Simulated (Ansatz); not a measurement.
Trial structure of Hf2C, not yet relaxed:

```cif
data_structure
_symmetry_space_group_name_H-M 'P-6m2'
_symmetry_Int_Tables_number 187
_cell_length_a 3.3755
_cell_length_b 3.3755
_cell_length_c 5.2321
_cell_angle_alpha 90.000
_cell_angle_beta 90.000
_cell_angle_gamma 120.000
_cell_volume 51.63
loop_
_atom_site_label
_atom_site_type_symbol
_atom_site_symmetry_multiplicity
_atom_site_Wyckoff_symbol
_atom_site_fract_x
_atom_site_fract_y
_atom_site_fract_z
_atom_site_occupancy
Hf1 Hf 2 i 0.66667 0.33333 0.75000 1
C1 C 1 a 0.00000 0.00000 0.00000 1
```

Method: DFT PBE, scalar-relativistic, plane waves, PAW in Ansatz. Settings: cutoff 420 eV, Γ-centred mesh 6×6×4 on the computed 3-atom cell, Gaussian smearing of 0.10 eV; no spin polarisation.

Energies over the elements count from the elements' standard structures at the same level, with no fitted energy shifts.

Task: How far from equilibrium is it?

Result: The pressure is -1.4 GPa (the mean over three directions, positive in compression), the largest force is 0.52 eV/Å, and the energy is +0.12 eV/atom against the elements. The shortest distance is 2.35 Å.

Task: Is it a good guess?

Result: A fair one: relaxing gains about 0.18 eV/atom (the start's value is from the coarse mesh, so the gain is rough) in 11 ionic steps and ends at −0.05 eV/atom on the finer mesh. The symmetry stays P-6m2 (No. 187). The volume per atom shrinks by 1.9 %, from 17.2 to 16.9 Å³. The shortest distance goes from 2.35 Å (Hf–C) to 2.31 Å (Hf–C). The ratio c/a of the conventional cell changes by a factor of 1.15. Conventional cell: a = 3.205 Å, c = 5.693 Å. Around Hf lie 3 C at 2.31 Å, 2 Hf at 2.78–2.92 Å and 6 Hf at 3.21 Å; around C lie 6 Hf at 2.31 Å.

The last run used an 18×18×8 mesh (in the run's order of axes) for its 3-atom cell and Gaussian smearing of 0.10 eV. These runs have no spin–orbit coupling, which can matter for Hf. The reference form of C is held partly by dispersion forces, which this level lacks. The relaxation can't lower the symmetry of the start, and the grade says only how near the guess is to its own end. A structure relaxed within its symmetry needn't be a true minimum.
